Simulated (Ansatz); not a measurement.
Zone-centre phonons of Ti at 15 GPa: input and output

Theory: DFT LDA, scalar-relativistic, plane waves, PAW (Ansatz).

Launched with:
```bash
ansatz run input.yaml --threads 1 --pin off --max-ram 3072MiB --backend cpu --events-out ev --progress --plain --runs-dir out
```

Input (bare energies are in eV):
```yaml
crystal:
  lattice:
    - [4.3082936171, 0.0, 0.0]
    - [-2.1541468085, 3.7310917194, 0.0]
    - [0.0, 0.0, 2.6834698202]
  atoms:
    - { symbol: Ti, position: [0.0, 0.0, 0.0] }
    - { symbol: Ti, position: [0.3333333333, 0.6666666667, 0.5] }
    - { symbol: Ti, position: [0.6666666667, 0.3333333333, 0.5] }
basis:
  ecutwfc: 420
kpoints:
  mp_grid: { grid: [12, 12, 14] }
hamiltonian:
  xc: lda
scf:
  occupations: { method: fermi_dirac, width: 0.15 }
output:
  eigenvalues: true
phonons:
  method: dfpt
  eigenvectors: true
```

The end of the output:
```
--- Phonons (Γ-DFPT): 4 representative perturbations + reference, on 344 of 2016 k-points (Σ response iterations 12) ---
  k mesh reduced under 4 symmetry operations, with k and −k counted as one. Each operation leaves every solved displacement unchanged or reverses it
  ASR residual: 2.096e-3 → 0.000e0 eV/Å²; symmetrization residual: 3.953e-6 eV/Å²
  ASR residual per site (eV/Å²): 1.93e-3 2.10e-3 2.10e-3
  Γ frequencies (cm⁻¹): 0.00 0.00 0.00 129.16 219.89 219.89 226.66 226.66 241.77
  non-analytic LO–TO correction: not included (Born effective charges unavailable; polar crystals: no LO–TO splitting at Γ)
```

The run took 4.9 min on 1 thread of AMD EPYC 7R43 64-Core Processor (Zen 3), with other jobs on the host, peak memory 1.5 GiB.

In a metal, frequencies and elastic constants depend on the k mesh and the smearing, soft modes and shear constants most. Other phases may be more stable at this pressure.

This form isn't the element's structure at ambient conditions.